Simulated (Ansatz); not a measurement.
Relaxed-ion elastic tensor of AgBr (rock salt, Fm-3m) in GPa (Voigt order), LDA in the plane-wave PAW code Ansatz; density 7.16 g/cm³, 21.76 Å³ per atom.

|  | 1 | 2 | 3 | 4 | 5 | 6 |
|---|---|---|---|---|---|---|
| 1 | 96.5 | 46.8 | 46.8 | 0.0 | 0.0 | 0.0 |
| 2 | 46.8 | 96.5 | 46.8 | 0.0 | 0.0 | 0.0 |
| 3 | 46.8 | 46.8 | 96.5 | 0.0 | 0.0 | 0.0 |
| 4 | 0.0 | 0.0 | 0.0 | 7.4 | 0.0 | 0.0 |
| 5 | 0.0 | 0.0 | 0.0 | 0.0 | 7.4 | 0.0 |
| 6 | 0.0 | 0.0 | 0.0 | 0.0 | 0.0 | 7.4 |

Task: Is the crystal mechanically stable?

Result: Yes: the smallest eigenvalue of C is 7.4 GPa.

Task: Work out the Voigt, Reuss and Hill averages.

Result: K_V = 63.3, K_R = 63.3, K_H = 63.3; G_V = 14.4, G_R = 10.3, G_H = 12.3 GPa.

Task: Give Young's modulus, Poisson's ratio, Pugh's ratio and the universal anisotropy index.

Result: E = 9KG/(3K + G) = 34.8 GPa; ν = 0.41; K/G = 5.13 (ductile by the Pugh limit of 1.75); A_U = 5G_V/G_R + K_V/K_R − 6 = 1.98.

Task: Estimate the sound speeds and the Debye temperature.

Result: v_l = √((K + 4G/3)/ρ) = 3340 m/s, v_t = √(G/ρ) = 1310 m/s, mean 1490 m/s; Θ = (h/k)(3n/4πV)^(1/3) v_m = 159 K.

Task: Give the Zener ratio and Young's modulus along [100], [110] and [111].

Result: A = 2C44/(C11 − C12) = 0.30; 1/E = S11 − 2(S11 − S12 − S44/2)Γ with Γ = 0, 1/4, 1/3 gives 65.9, 25.8, 21.4 GPa.

Symmetry was held in the LDA relaxation; phonons on a q-mesh show no instability. The run is not spin-polarised.

Potentials: the later of the program's two PAW sets.
